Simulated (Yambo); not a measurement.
BSE-type run in Yambo on BaS (rock salt, space group Fm-3m, No. 225), at zero momentum.

Quantum ESPRESSO step (PBEsol, PseudoDojo standard norm-conserving files, scalar-relativistic):
```
&CONTROL
  calculation = 'nscf'
  pseudo_dir = './pseudo'
  outdir = './out'
/
&SYSTEM
  ibrav = 0
  nat = 2
  ntyp = 2
  ecutwfc = 56.6
  ecutrho = 226.4
  occupations = 'fixed'
  force_symmorphic = .true.
  nbnd = 36
/
&ELECTRONS
  conv_thr = 2e-09
  diago_full_acc = .true.
  diago_thr_init = 1e-08
/
ATOMIC_SPECIES
S 32.0600 S.upf
Ba 137.3270 Ba.upf
CELL_PARAMETERS angstrom
  0.000000000000   3.164657340000   3.164657340000
  3.164657340000   0.000000000000   3.164657340000
  3.164657340000   3.164657340000   0.000000000000
ATOMIC_POSITIONS crystal
S   0.500000000000   0.500000000000   0.500000000000
Ba   0.000000000000   0.000000000000   0.000000000000
K_POINTS automatic
8 8 8 0 0 0
```

Yambo input:
```
rim_cut
optics
bse
bss
dipoles
em1s
RandQpts= 1000000
RandGvec= 1 Ry
FFTGvecs= 40 Ry
Chimod= "HARTREE"
BSKmod= "SEX"
BSEmod= "resonant"
BSSmod= "hs"
BSENGexx= 15 Ry
BSENGBlk= 4 Ry
% KfnQP_E
 1.55 | 1.0 | 1.0 |
%
% BSEQptR
 1 | 1 |
%
% BSEBands
 6 | 15 |
%
% BEnRange
 0.0 | 11.7 | eV
%
% BDmRange
 0.15 | 0.15 | eV
%
BEnSteps= 234
% BLongDir
 1.0 | 0.0 | 0.0 |
%
BSHayTrs= -0.02
BSSNEig= 24
WRbsWF
% BndsRnXs
 1 | 30 |
%
NGsBlkXs= 4 Ry
% LongDrXs
 1.0 | 1.0 | 1.0 |
%
```

From the report:

The dimension is k points × valence × conduction bands = 512 × 3 × 7 = 10752.
```
   [SLEPC] Approach                          : Krylov-Schur
   [SLEPC] Number of requested eigenvalues   :  24
   [SLEPC] Number of eigenvalues        [NEV]:  24
    [K] Dimension                                    :  10752
    [K] Bands                                        :   6  15
    [K] Exchange res                                 : yes
    [K] Correlation res                              : yes
    [K] W interaction is bare                        : no
    [K] RL vectors exchange                          :   459
    [K] RL vectors correlation                       :   65
    [W] Matrix size                                  :   65
    [W] Bands                                        :   1  30
    [W] Coulomb Cutoff                               : none
    [W] Hxc Kernel                                   : HARTREE
```

Geometry relaxed with PBEsol.
